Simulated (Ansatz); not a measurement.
TiO$_{2}$:
```xyz
12
Lattice="4.5461 0.0000 0.0000 0.0000 5.5139 0.0000 0.0000 0.0000 4.8946" Properties=species:S:1:pos:R:3 pbc="T T T"
Ti     2.2730     3.7264     3.6710
Ti     2.2730     1.7875     1.2237
Ti     0.0000     4.5444     1.2237
Ti     0.0000     0.9695     3.6710
O      3.3135     3.4085     0.3957
O      1.2326     2.1054     4.4989
O      3.5056     4.8624     2.8430
O      1.0405     0.6515     2.0516
O      1.0405     4.8624     4.4989
O      3.5056     0.6515     0.3957
O      1.2326     3.4085     2.0516
O      3.3135     2.1054     2.8430
```

Relaxed with r²SCAN.

**Question.** Which orbitals make up the states near the band edges in the program Ansatz at the r²SCAN level (PAW)?

**Answer.** Top 1 eV of the valence band: O 2p 91 %, Ti 3d 8 %. Bottom 1 eV of the conduction band: Ti 3d 89 %, O 2p 8 %. Projections are on Löwdin-orthogonalised atomic valence shells; empty p or d shells of many metals are not among them.

**Question.** Tabulate the density of states.

**Answer.** States/eV per cell of 12 atoms, in 0.25 eV bins, energy from the valence-band maximum.

| E (eV) | total | O 2p | Ti 3d | O 2s |
|---|---|---|---|---|
| -5.30 | 0.00 | 0.00 | 0.00 | 0.00 |
| -5.05 | 0.31 | 0.22 | 0.07 | 0.00 |
| -4.80 | 6.81 | 4.86 | 1.54 | 0.02 |
| -4.55 | 10.89 | 7.82 | 2.53 | 0.04 |
| -4.30 | 16.40 | 11.92 | 3.88 | 0.05 |
| -4.05 | 12.48 | 9.18 | 2.91 | 0.04 |
| -3.80 | 10.45 | 7.59 | 2.59 | 0.03 |
| -3.55 | 7.38 | 5.35 | 1.85 | 0.03 |
| -3.30 | 8.13 | 6.25 | 1.59 | 0.08 |
| -3.05 | 8.62 | 6.66 | 1.63 | 0.09 |
| -2.80 | 6.78 | 5.35 | 1.13 | 0.08 |
| -2.55 | 10.27 | 8.26 | 1.60 | 0.12 |
| -2.30 | 9.31 | 7.67 | 1.29 | 0.10 |
| -2.05 | 11.15 | 9.40 | 1.35 | 0.11 |
| -1.80 | 9.70 | 8.39 | 1.00 | 0.08 |
| -1.55 | 11.14 | 9.79 | 1.04 | 0.08 |
| -1.30 | 10.15 | 8.96 | 0.94 | 0.06 |
| -1.05 | 10.39 | 9.23 | 0.96 | 0.05 |
| -0.80 | 9.33 | 8.39 | 0.78 | 0.04 |
| -0.55 | 9.38 | 8.46 | 0.80 | 0.03 |
| -0.30 | 11.73 | 10.86 | 0.74 | 0.02 |
| -0.05 | 1.19 | 1.13 | 0.05 | 0.00 |
| 0.20 | 0.00 | 0.00 | 0.00 | 0.00 |
| 0.45 | 0.00 | 0.00 | 0.00 | 0.00 |
| 0.70 | 0.00 | 0.00 | 0.00 | 0.00 |
| 0.95 | 0.00 | 0.00 | 0.00 | 0.00 |
| 1.20 | 0.00 | 0.00 | 0.00 | 0.00 |
| 1.45 | 0.00 | 0.00 | 0.00 | 0.00 |
| 1.70 | 0.00 | 0.00 | 0.00 | 0.00 |
| 1.95 | 0.00 | 0.00 | 0.00 | 0.00 |
| 2.20 | 0.00 | 0.00 | 0.00 | 0.00 |
| 2.45 | 0.00 | 0.00 | 0.00 | 0.00 |
| 2.70 | 0.00 | 0.00 | 0.00 | 0.00 |
| 2.95 | 0.02 | 0.00 | 0.02 | 0.00 |
| 3.20 | 14.38 | 0.78 | 13.26 | 0.13 |
| 3.45 | 15.31 | 1.04 | 13.93 | 0.12 |
| 3.70 | 12.07 | 1.27 | 10.54 | 0.09 |
| 3.95 | 11.86 | 1.70 | 9.87 | 0.10 |
| 4.20 | 16.03 | 2.70 | 12.86 | 0.15 |
| 4.45 | 12.27 | 2.47 | 9.39 | 0.08 |
| 4.70 | 8.56 | 1.90 | 6.29 | 0.05 |
| 4.95 | 4.92 | 1.16 | 3.48 | 0.03 |
| 5.20 | 0.58 | 0.15 | 0.39 | 0.00 |
| 5.45 | 0.10 | 0.01 | 0.07 | 0.01 |
| 5.70 | 5.47 | 0.56 | 4.07 | 0.63 |
| 5.95 | 5.48 | 0.76 | 3.97 | 0.55 |
| 6.20 | 6.81 | 1.19 | 4.80 | 0.58 |
| 6.45 | 6.69 | 1.41 | 4.58 | 0.47 |
| 6.70 | 6.42 | 1.53 | 4.31 | 0.36 |
| 6.95 | 5.83 | 1.58 | 3.82 | 0.24 |
| 7.20 | 9.83 | 2.96 | 6.29 | 0.25 |
| 7.45 | 11.26 | 3.70 | 7.09 | 0.12 |
| 7.70 | 6.07 | 2.08 | 3.78 | 0.03 |

Space group Pbcn. This is a known high-pressure phase of the composition, computed here at zero pressure and temperature. The cell was relaxed with r²SCAN under the symmetry of its start; of distortions, only those at the zone centre were tested. The run is not spin-polarised.

Potentials: the earlier of the program's two PAW sets.
